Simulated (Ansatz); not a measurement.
The start is a randomly generated symmetric cell of CoSn (space group No. 139). Cell shape, volume and atoms are optimised at zero target pressure with PBEsol (plane waves to 420 eV, PAW, scalar-relativistic; Ansatz, a quantum-chemistry and plane-wave program). The first steps use a coarse 11×11×11 k-mesh.

The start:
```yaml
crystal:
  lattice:
    - [-2.06370, 2.06370, 2.36736]
    - [2.06370, -2.06370, 2.36736]
    - [2.06370, 2.06370, -2.36736]
  atoms:
    - { symbol: Co, position: [0.50000, 0.50000, 0.00000] }
    - { symbol: Sn, position: [0.00000, 0.00000, 0.00000] }
```
Spin-polarised start, with parallel moments on Co.

**Question.** What symmetry does the relaxed structure have?

**Answer.** The space group goes from I4/mmm (No. 139) to Fm-3m (No. 225); the end is rock salt type, with 2 atoms in the primitive cell.

**Question.** By how much does the energy per atom fall from start to end?

**Answer.** 0.38 eV/atom.

**Question.** How does the volume per atom move from start to end?

**Answer.** -17.5 %, from 20.16 to 16.63 Å³/atom.

**Question.** How do the shortest distances between atoms change?

**Answer.** The closest pairs of elements (up to four, under 3.6 Å), start → end: Co–Sn 2.37 → 2.55 Å.

**Question.** Is the relaxed structure metallic? Give its gap.

**Answer.** No gap (metallic).

**Question.** Write out the relaxed structure.

**Answer.** 
Space group Fm-3m (No. 225); a = 5.1050 Å, b = 5.1050 Å, c = 5.1050 Å, α = 90.00°, β = 90.00°, γ = 90.00°

```csv
atom,site,symmetry,x,y,z
Co,4b,m-3m,0.5000,0.5000,0.5000
Sn,4a,m-3m,0.0000,0.0000,0.0000
```
(The calculation used a cell of 2 atoms; values per cell refer to that cell.)

Final values are on a 16×16×16 k-mesh of the relaxed cell. No spin polarisation in the result: the starting moments vanished. A magnetic state may lie lower.

The run could not lose the symmetry of its start, so the end can be a saddle point.

All atoms sit on sites fixed by symmetry, so only the cell could relax.

The relaxed structure here is a generated cell of CoSn: the first start was made by a random draw of sites in a space group, and the end was not matched to a known phase here, so it may be hypothetical. Known forms of CoSn include space group No. 191.
